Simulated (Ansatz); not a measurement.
Input:

InPd2:
```xyz
12
Lattice="5.6266 0.0000 0.0000 0.0000 4.1795 0.0000 0.0000 0.0000 8.2492" Properties=species:S:1:pos:R:3 pbc="T T T"
In     4.6523     1.0449     4.9454
In     0.9743     3.1347     3.3038
In     3.7876     3.1347     0.8208
In     1.8390     1.0449     7.4284
Pd     5.2136     1.0449     2.2116
Pd     0.4131     3.1347     6.0376
Pd     3.2264     3.1347     6.3361
Pd     2.4003     1.0449     1.9130
Pd     3.6799     3.1347     3.5224
Pd     1.9467     1.0449     4.7268
Pd     4.7600     1.0449     7.6470
Pd     0.8666     3.1347     0.6022
```

This is the PBEsol-relaxed structure.

Q: All from plane-wave PAW PBEsol (Ansatz code), unless another level is named. Give the density of states at the Fermi level.

A: 0.45 states/eV per atom (mean over ±0.08 eV).

Q: What about the formation energy from the elements (no fitted shifts)?

A: -52 kJ/mol of atoms.

Space group Pnma. The workflow started from a Materials Project entry (that database holds measured and hypothetical structures alike); the Crystallography Open Database copy checked does not list it. Its standing as an ambient phase is unchecked. The cell was relaxed with PBEsol under the symmetry of its start; whether a distortion lowers the energy is not shown. No spin polarisation was allowed. The references are the lowest solids computed at this level, not always the standard phases. Spin–orbit coupling is left out wherever it is not named.

Potentials: the later of the program's two PAW sets.
